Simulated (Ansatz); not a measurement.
The cell below belongs to a search over invented structures; it isn't taken from experiment.

Input and command of a plane-wave DFT calculation in Ansatz:

```yaml
crystal:
  lattice:
    - [4.47718511, 0.0, 0.0]
    - [-2.23859255, 3.87735604, 0.0]
    - [0.0, 0.0, 5.25258739]
  atoms:
    - { symbol: V, position: [0.33333333, 0.66666667, 0.5], spin: 2.0 }
    - { symbol: Hg, position: [0.33333333, 0.66666667, 0.0] }
    - { symbol: Hg, position: [0.0, 0.0, 0.0] }
    - { symbol: "N", position: [0.66666667, 0.33333333, 0.37398098] }
    - { symbol: "N", position: [0.66666667, 0.33333333, 0.62601902] }
basis:
  ecutwfc: 420
kpoints:
  mp_grid: { grid: [3, 3, 2] }
hamiltonian:
  xc: pbe
scf:
  occupations: { method: gaussian, width: 0.15 }
  lower_state_search: "off"
output:
  forces: true
  stress: true
  eigenvalues: true
  populations: true
magnetization:
  spin_polarized: true
relax:
  adjacent_minimum: "off"
  f_tol: 0.08
  max_steps: 16
  cell: { stress_tol: 0.8 }
```

```bash
ansatz run input.yaml --threads 1 --pin off --max-ram 2560MiB --backend cpu --events-out ev --progress --plain --runs-dir out
```

Processor: Intel(R) Xeon(R) Processor @ 2.70GHz, 1 thread, on a host shared with other jobs.

**Question.** Estimate time, memory and problem size.

**Answer.** About 90 s, peak memory 0.43 GiB. It solves 39 bands at 6 k points (after reduction by symmetry) with about 2401 plane waves (on the last cell), in 128 SCF iterations over 12 ionic steps.
